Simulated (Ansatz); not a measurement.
Relaxed Os (hcp, Mg type):

```xyz
4
Lattice="5.5097 0.0000 0.0000 -1.3774 2.3858 0.0000 0.0000 0.0000 4.3443" Properties=species:S:1:pos:R:3 pbc="T T T"
Os     0.0000     1.5905     3.2582
Os     2.7549     1.5905     3.2582
Os     1.3774     0.7953     1.0861
Os     4.1323     0.7953     1.0861
```

All values below come from PBE (plane waves to 420 eV, PAW, scalar-relativistic; Ansatz, a first-principles code). k mesh 8×16×9 (Γ-centred), Fermi-Dirac smearing 0.05 eV. With partly filled bands, energies and forces of such displacements shift with the k mesh and the smearing. Os is run without spin polarisation. Os was relaxed with its symmetry unable to fall. Spin-orbit coupling is left out, though Os is heavy.

One atom of the cell was then moved (with its periodic images), all else fixed, and the forces (eV/Å) came out as:

| atom | Fx | Fy | Fz |
|---|---|---|---|
| Os1 | -1.476 | -1.339 | -1.479 |
| Os2 | 0.574 | 0.458 | -0.068 |
| Os3 | 0.355 | 0.502 | 0.924 |
| Os4 | 0.547 | 0.379 | 0.623 |

Q: Which atom was moved, and by which vector (Å)?

A: Os1, by (0.09, 0.09, 0.09), 0.16 Å in all.

(For displaced atoms, the force is minus the slope of the energy, and its curvature is a force constant, which sets phonon frequencies.)
